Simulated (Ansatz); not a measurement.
Relax this structure to zero stress and force, keeping its symmetry:

```
Ge Pd
1.0
     5.78749    0.00000    0.00000
     0.00000    3.53935    0.00000
     0.00000    0.00000    6.28563
Ge Pd
4 4
Direct
  0.81460 0.75000 0.57672
  0.18540 0.25000 0.42328
  0.68540 0.25000 0.07672
  0.31460 0.75000 0.92328
  0.99657 0.75000 0.19116
  0.00343 0.25000 0.80884
  0.50343 0.25000 0.69116
  0.49657 0.75000 0.30884
```

All numbers below come from DFT r2SCAN, scalar-relativistic, plane waves, PAW (Ansatz).

Cutoff 500 eV; k points 6×10×6 on the computed 8-atom cell (Γ-centred); Gaussian smearing, width 0.10 eV; no spin polarisation.

What does it relax to?

The volume goes up by 0.04 Å³/atom to 16.13 Å³/atom, and the energy changes by under 0.1 meV/atom. Final structure:
```cif
data_structure
_symmetry_space_group_name_H-M 'P 1'
_symmetry_Int_Tables_number 1
_cell_length_a 5.7977
_cell_length_b 3.5432
_cell_length_c 6.2826
_cell_angle_alpha 90.000
_cell_angle_beta 90.000
_cell_angle_gamma 90.000
_cell_volume 129.06
loop_
_atom_site_label
_atom_site_type_symbol
_atom_site_fract_x
_atom_site_fract_y
_atom_site_fract_z
_atom_site_occupancy
Ge1 Ge 0.81443 0.75000 0.57696 1
Ge2 Ge 0.18557 0.25000 0.42304 1
Ge3 Ge 0.68557 0.25000 0.07696 1
Ge4 Ge 0.31443 0.75000 0.92304 1
Pd1 Pd 0.99681 0.75000 0.19107 1
Pd2 Pd 0.00319 0.25000 0.80893 1
Pd3 Pd 0.50319 0.25000 0.69107 1
Pd4 Pd 0.49681 0.75000 0.30893 1
```

Course of the relaxation (steps run on the plane waves of an earlier cell, and the basis is chosen afresh near the end, so energy and pressure can step there; trial steps that raised the energy were taken back; energies are free energies):

```
step E − E_final (meV/atom) largest force component (eV/Å) P (GPa) V (Å³/atom)
   1                     0.1                           0.010     0.32        16.09
   2                     0.1                           0.006    -0.14        16.15
   3                     0.0                           0.005    -0.01        16.13
   4                     0.0                           0.005    -0.01        16.13
```

Cost: 1 run of about 5 core-minutes, on Oxide Virtual Turin-like Processor (Zen 5) (shared hosts).